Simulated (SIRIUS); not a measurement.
Set-up for a self-consistent single point of MoS2 (R3m, 3 atoms in the cell; from Materials Project mp-1434, changed as shown).

```xyz
3
Lattice="1.6240 0.9376 6.6117 -1.6240 0.9376 6.6117 0.0000 -1.8752 6.6117" Properties=species:S:1:pos:R:3 pbc="T T T"
Mo     0.0000     0.0000    19.8309
S      0.0000     0.0000     8.1907
S      0.0000     0.0000     5.0243
```

Method: PBE, PseudoDojo 0.5 standard norm-conserving PBE (tails mended) pseudopotentials (plane waves; SIRIUS).

SIRIUS settings:

```
setting                                                                                                       value
--------------------------------------  ---------------------------------------------------------------------------
parameters.ngridk                                                                                             8 8 8
parameters.xc_functionals                                                              [XC_GGA_X_PBE, XC_GGA_C_PBE]
parameters.gk_cutoff                                                                                   8.944 1/bohr
parameters.pw_cutoff                                                                                  17.889 1/bohr
parameters.smearing                                                                                     fermi_dirac
parameters.smearing_width                                                                            0.000734986 Ha
potentials                              PseudoDojo 0.5 standard norm-conserving PBE (tails mended) pseudopotentials
parameters.electronic_structure_method                                                              pseudopotential
parameters.num_bands                                                                                             17
parameters.num_mag_dims                                                                                           0
parameters.num_dft_iter                                                                                         100
parameters.energy_tol                                                                                      1e-07 Ha
parameters.density_tol                                                                                        1e-06
mixer.type                                                                                                 anderson
mixer.beta                                                                                                      0.3
mixer.use_hartree                                                                                              true
```

Results:

```
Quantity                                                  Value
------------------------------------------------  -------------
Number of valence electrons                                  26
Number of bands                                              17
Number of k-points after the program's reduction             65
Number of plane waves (most at a k-point)                  4955
Number of SCF iterations                                     20
FFT grid                                           80 × 80 × 80
Free energy E − TS                                -2513.8217 eV
Gap on the k-point mesh                                 1.19 eV
Pressure                                              -5.94 GPa
Largest force (vector length)                        0.724 eV/Å
```

Forces (eV/Å):
```json
[
 {"atom": "Mo1", "Fx": "0.000", "Fy": "0.000", "Fz": "0.000"},
 {"atom": "S2", "Fx": "0.000", "Fy": "0.000", "Fz": "-0.724"},
 {"atom": "S3", "Fx": "0.000", "Fy": "0.000", "Fz": "0.724"}
]
```

Stress (GPa, positive for compression):
```
-6.18   0.00   0.00
 0.00  -6.18   0.00
 0.00   0.00  -5.46
```

Gaps are taken between levels on the mesh.

For comparison: a first run was changed to give this one (lattice scaled by 1.02), and from it to this one the free energy rises by 17.8 meV/atom, the pressure goes from 1.42 to -5.94 GPa, the largest force goes from 0.169 to 0.724 eV/Å and the gap on the mesh goes from 1.248 to 1.191 eV.

The structure comes from a collection of computed structures, made at another level of theory; the collection holds predicted forms beside known ones.

Cost on one core: very roughly 5 core-minutes.

“Tails mended”: in these copies of the files the far tail of each local potential was reset to the Coulomb form.
